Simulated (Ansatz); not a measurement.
Consider the following.

Tc:
```
Tc
1.0
    2.70966     0.00000     0.00000
   -1.35483     2.34664     0.00000
    0.00000     0.00000     4.33180
Tc
2
Direct
  0.33333   0.66667   0.75000
  0.66667   0.33333   0.25000
```

This is the LDA-relaxed structure. Tensor components refer to the Cartesian frame of this cell.

All from LDA in the plane-wave PAW code Ansatz, unless another level is named. Predict the bulk modulus (Birch–Murnaghan fit).

342 GPa.

And the elastic constants (relaxed ions, GPa)?

C11 = 548, C12 = 256, C13 = 218, C33 = 604, C44 = 152.

Space group P6_3/mmc (hcp (Mg type)). The LDA relaxation kept the symmetry of its start. No spin polarisation was allowed. As this level gives no gap, shear constants depend on the k-mesh and smearing (Fermi–Dirac, 0.1 eV here). On the denser mesh and wider smearing of the elastic run this cell carries a stress of 0.3 GPa.

Potentials: the later of the program's two PAW sets.
